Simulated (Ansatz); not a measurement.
## Property card for SiGe

SiGe:
```
SiGe
1.0
    3.90426     0.00000     0.00000
   -1.95213     3.38119     0.00000
    0.00000     0.00000     6.45402
Si Ge
2 2
Direct
  0.66667   0.33333   0.87448
  0.33333   0.66667   0.37448
  0.66667   0.33333   0.50052
  0.33333   0.66667   0.00052
```

Space group P6_3mc (No. 186), wurtzite; conventional cell a = 3.904 Å, b = 3.904 Å, c = 6.454 Å, α = 90.00°, β = 90.00°, γ = 120.00°.

Method: plane-wave PAW r²SCAN (Ansatz code). The cell and atoms are relaxed at this level. Other levels are named where they apply.

### Cell and energy

```
Property                                                             Value
-----------------------------------------------------  -------------------
Volume per atom                                                   21.30 Å³
Density                                                         3.93 g/cm³
Formation energy from the elements (no fitted shifts)  2.6 kJ/mol of atoms
```

### Electronic structure

```
Quantity                                                                                        Result
--------------------------------------------------------------  --------------------------------------
Band gap                                                                            0.66 eV (indirect)
Valence-band maximum                                                                              at Γ
Conduction-band minimum                                                    at M (3 equivalent valleys)
Smallest direct gap on the standard path                                                       0.79 eV
Electron effective mass                                           0.11, 1.2, 1.2 mₑ (principal values)
Electron effective mass with spin–orbit coupling                  0.11, 1.2, 1.2 mₑ (principal values)
Weight of the conduction-edge state by species (Voronoi cells)                        Si 54 %, Ge 46 %
Hole effective mass, band 1 of 2 at the edge                           0.51 along x, 0.50 along z (mₑ)
Hole effective mass, band 2 of 2 at the edge                          0.081 along x, 0.50 along z (mₑ)
Hole effective mass with spin–orbit coupling                    0.14, 0.14, 0.49 mₑ (principal values)
Weight of the valence-edge state by species (Voronoi cells)                           Ge 52 %, Si 48 %
HSE06 gap on the r²SCAN cell                                                                   0.98 eV
Gap with spin–orbit coupling                                                                   0.60 eV
```

### Mechanics

```
Quantity                              Result
----------------------------------  --------
Bulk modulus (Birch–Murnaghan fit)  84.1 GPa
Pressure derivative B′                   4.5
```

### Charges

```
Property                     Result
-------------  --------------------
Bader charges  Si +0.35, Ge -0.35 e
```

The workflow started from a Materials Project entry (that database holds measured and hypothetical structures alike); the Crystallography Open Database copy checked does not list it. Its standing as an ambient phase is unchecked. Symmetry was held in the r²SCAN relaxation; its stability against distortions is not shown here. The references are the lowest solids computed at this level, not always the standard phases. Scalar-relativistic: spin–orbit coupling is off unless named, which matters more the heavier the elements.

Potentials: the later of the program's two PAW sets.
